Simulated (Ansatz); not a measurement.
Starting cell, BN (zinc blende):

```
CELL_PARAMETERS angstrom
      0.00000     1.80285     1.80285
      1.80285     0.00000     1.80285
      1.80285     1.80285     0.00000
ATOMIC_POSITIONS crystal
  N  0.75000 0.75000 0.75000
  B  0.00000 0.00000 0.00000
```

In this cell atom 1 (N, nearest neighbour B at 1.561 Å; its periodic images, 2.5 Å or more away, move with it) is moved by u·(1.000, 0.000, 0.000) + v·(0.000, 1.000, 0.000); the rest is frozen.

All values below come from PBEsol (plane waves to 420 eV, PAW, scalar-relativistic; Ansatz, a first-principles code). k mesh 13×13×13 (Γ-centred), Fermi-Dirac smearing 0.05 eV. Energies are smeared free energies. Fu and Fv are the components of the force on the atom. BN was relaxed with its symmetry unable to fall. ΔE is measured from the undisplaced structure. Axes are in Å.

ΔE (eV/cell), with u across and v down:

```
v \ u   -0.230  -0.153  -0.077  0.000  0.077  0.153  0.230
------  ------  ------  ------  -----  -----  -----  -----
-0.230   1.291   0.923   0.692  0.614  0.692  0.923  1.291
-0.153   0.923   0.575   0.356  0.282  0.356  0.575  0.923
-0.077   0.692   0.356   0.144  0.072  0.144  0.356  0.692
0.000    0.614   0.282   0.072  0.000  0.072  0.282  0.614
0.077    0.692   0.356   0.144  0.072  0.144  0.356  0.692
0.153    0.923   0.575   0.356  0.282  0.356  0.575  0.923
0.230    1.291   0.923   0.692  0.614  0.692  0.923  1.291
```

Fv (eV/Å), with u across and v down:

| v \ u | -0.230 | -0.153 | -0.077 | 0.000 | 0.077 | 0.153 | 0.230 |
|---|---|---|---|---|---|---|---|
| -0.230 | 5.60 | 5.27 | 5.08 | 5.02 | 5.08 | 5.27 | 5.60 |
| -0.153 | 3.95 | 3.74 | 3.62 | 3.58 | 3.62 | 3.74 | 3.95 |
| -0.077 | 2.04 | 1.94 | 1.88 | 1.86 | 1.88 | 1.94 | 2.04 |
| 0.000 | 0.00 | 0.00 | 0.00 | 0.00 | 0.00 | 0.00 | 0.00 |
| 0.077 | -2.04 | -1.94 | -1.88 | -1.86 | -1.88 | -1.94 | -2.04 |
| 0.153 | -3.95 | -3.74 | -3.62 | -3.58 | -3.62 | -3.74 | -3.95 |
| 0.230 | -5.60 | -5.27 | -5.08 | -5.02 | -5.08 | -5.27 | -5.60 |

Read from the data:

Principal force constants in the plane (five-point differences of the forces): 24.6 eV/Å², isotropic. Centre of the map: a minimum. Lowest place on the grid: u = 0.000 Å, v = 0.000 Å (0 meV/cell). Highest place on the grid, met at several equal points: u = -0.230 Å, v = -0.230 Å; u = 0.230 Å, v = -0.230 Å; u = -0.230 Å, v = 0.230 Å; u = 0.230 Å, v = 0.230 Å (1291 meV/cell).

(For displaced atoms, the force is minus the slope of the energy, and its curvature is a force constant, which sets phonon frequencies.)
